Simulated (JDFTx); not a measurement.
An input for a modified build of JDFTx (TiAl(001), linear PCM (GLSSA13), water, 1 M KCl; bohr, hartree) and the course of its log:

```
lattice \
  5.3115477048 0.0000000000 0.0000000000 \
  0.0000000000 5.3115477048 0.0000000000 \
  0.0000000000 0.0000000000 37.9834951050
coords-type Lattice
ion Al 0.0000000000 0.0000000000 -0.0986205762 0
ion Al 0.0000000000 0.0000000000 0.0986205762 0
ion Ti 0.5000000000 0.5000000000 0.0000000000 0
ion-species pseudo/al_pbe_v1.upf
ion-species pseudo/ti_pbe_v1.4.upf
elec-cutoff 20 100
elec-ex-corr gga-PBE
coulomb-interaction Slab 001
coulomb-truncation-embed 0 0 0
kpoint-folding 8 8 1
elec-smearing Fermi 0.01
elec-n-bands 17
target-mu -0.179704
electronic-scf nIterations 100 energyDiffThreshold 1e-07
fluid LinearPCM
pcm-variant GLSSA13
fluid-solvent H2O
fluid-cation K+ 1
fluid-anion Cl- 1
fluid-minimize nIterations 400 knormThreshold 1e-11
wavefunction read f0.wfns
elec-initial-eigenvals f0.eigenvals
elec-initial-fillings read f0.fillings
fluid-initial-state f0.fluidState
dump-name f0_u4.$VAR
dump End State Ecomponents EigStats BandEigs Forces ElecDensity IonicPositions Fillings Kpoints Dtot FluidDebug BoundCharge FluidDensity
```

```
[one cycle in 5 is shown, and the last three; fluid-solver lines are left out]
	FillingsUpdate:  mu: -0.179704000  nElectrons: 15.834691
SCF: Cycle:  0   G: -57.277794441767362   dG: +2.002e+00   |Residual|: 1.911e-01   |deigs|: 1.985e-06
	FillingsUpdate:  mu: -0.179704000  nElectrons: 17.566906
SCF: Cycle:  5   G: -59.227980089817585   dG: -1.009e-01   |Residual|: 5.483e-02   |deigs|: 5.921e-03
	FillingsUpdate:  mu: -0.179704000  nElectrons: 17.232803
SCF: Cycle: 10   G: -59.103441117432247   dG: -7.482e-02   |Residual|: 6.346e-02   |deigs|: 2.488e-03
	FillingsUpdate:  mu: -0.179704000  nElectrons: 17.459513
SCF: Cycle: 15   G: -59.236667768222723   dG: +3.037e-02   |Residual|: 3.027e-02   |deigs|: 1.930e-03
	FillingsUpdate:  mu: -0.179704000  nElectrons: 14.103183
SCF: Cycle: 20   G: -54.898347078825957   dG: +7.274e-01   |Residual|: 3.022e-01   |deigs|: 6.040e-03
	FillingsUpdate:  mu: -0.179704000  nElectrons: 17.199858
SCF: Cycle: 25   G: -59.281828117944812   dG: -1.905e-01   |Residual|: 2.289e-02   |deigs|: 8.408e-03
	FillingsUpdate:  mu: -0.179704000  nElectrons: 15.371198
SCF: Cycle: 30   G: -57.404272696525609   dG: +1.027e-01   |Residual|: 2.304e-01   |deigs|: 1.233e-03
	FillingsUpdate:  mu: -0.179704000  nElectrons: 16.162582
SCF: Cycle: 35   G: -59.011305170972506   dG: -2.650e-02   |Residual|: 9.759e-02   |deigs|: 3.315e-03
	FillingsUpdate:  mu: -0.179704000  nElectrons: 16.290595
SCF: Cycle: 40   G: -59.060160659542689   dG: -6.759e-01   |Residual|: 8.712e-02   |deigs|: 7.720e-03
	FillingsUpdate:  mu: -0.179704000  nElectrons: 12.014365
SCF: Cycle: 45   G: -50.677414424309688   dG: +1.417e+00   |Residual|: 4.112e-01   |deigs|: 1.336e-02
	FillingsUpdate:  mu: -0.179704000  nElectrons: 16.567445
SCF: Cycle: 50   G: -59.196009250275544   dG: -4.103e+00   |Residual|: 6.123e-02   |deigs|: 6.034e-02
	FillingsUpdate:  mu: -0.179704000  nElectrons: 16.505579
SCF: Cycle: 55   G: -59.195292438992020   dG: +1.242e-01   |Residual|: 1.064e-01   |deigs|: 1.206e-02
	FillingsUpdate:  mu: -0.179704000  nElectrons: 16.319818
SCF: Cycle: 60   G: -59.256072885824629   dG: -1.389e+00   |Residual|: 6.420e-02   |deigs|: 1.771e-02
	FillingsUpdate:  mu: -0.179704000  nElectrons: 12.720962
SCF: Cycle: 65   G: -54.113490055115875   dG: -1.637e-01   |Residual|: 3.628e-01   |deigs|: 3.972e-03
	FillingsUpdate:  mu: -0.179704000  nElectrons: 16.324273
SCF: Cycle: 70   G: -59.375222138246556   dG: -4.859e+00   |Residual|: 3.526e-02   |deigs|: 6.486e-02
	FillingsUpdate:  mu: -0.179704000  nElectrons: 15.197232
SCF: Cycle: 75   G: -58.775521534684138   dG: +6.616e-01   |Residual|: 1.499e-01   |deigs|: 2.675e-02
	FillingsUpdate:  mu: -0.179704000  nElectrons: 13.792183
SCF: Cycle: 80   G: -56.945185206755816   dG: +1.460e-01   |Residual|: 2.603e-01   |deigs|: 6.753e-03
	FillingsUpdate:  mu: -0.179704000  nElectrons: 15.025571
SCF: Cycle: 85   G: -58.777023496201352   dG: -1.888e+00   |Residual|: 1.304e-01   |deigs|: 1.907e-02
	FillingsUpdate:  mu: -0.179704000  nElectrons: 11.970045
SCF: Cycle: 90   G: -53.868572042284143   dG: +1.097e+00   |Residual|: 3.690e-01   |deigs|: 2.132e-02
	FillingsUpdate:  mu: -0.179704000  nElectrons: 16.253964
SCF: Cycle: 95   G: -59.507530505765246   dG: +1.177e-03   |Residual|: 7.482e-02   |deigs|: 1.253e-03
	FillingsUpdate:  mu: -0.179704000  nElectrons: 16.371962
SCF: Cycle: 97   G: -59.488054143422517   dG: -7.907e-02   |Residual|: 7.853e-02   |deigs|: 7.306e-03
	FillingsUpdate:  mu: -0.179704000  nElectrons: 14.408297
SCF: Cycle: 98   G: -58.280056115868241   dG: +1.208e+00   |Residual|: 2.359e-01   |deigs|: 4.137e-02
	FillingsUpdate:  mu: -0.179704000  nElectrons: 13.471692
SCF: Cycle: 99   G: -57.226556690449499   dG: +1.053e+00   |Residual|: 2.898e-01   |deigs|: 1.893e-02
SCF: None of the convergence criteria satisfied after 100 iterations.
IonicMinimize: Iter:   0  G: -57.226556690449499  |grad|_K:  0.000e+00
IonicMinimize: Converged (|grad|_K<1.000000e-04).
```

This run gave no converged result. The electronic loop ended without meeting its threshold, so the last energy, electron count and forces aren't results.
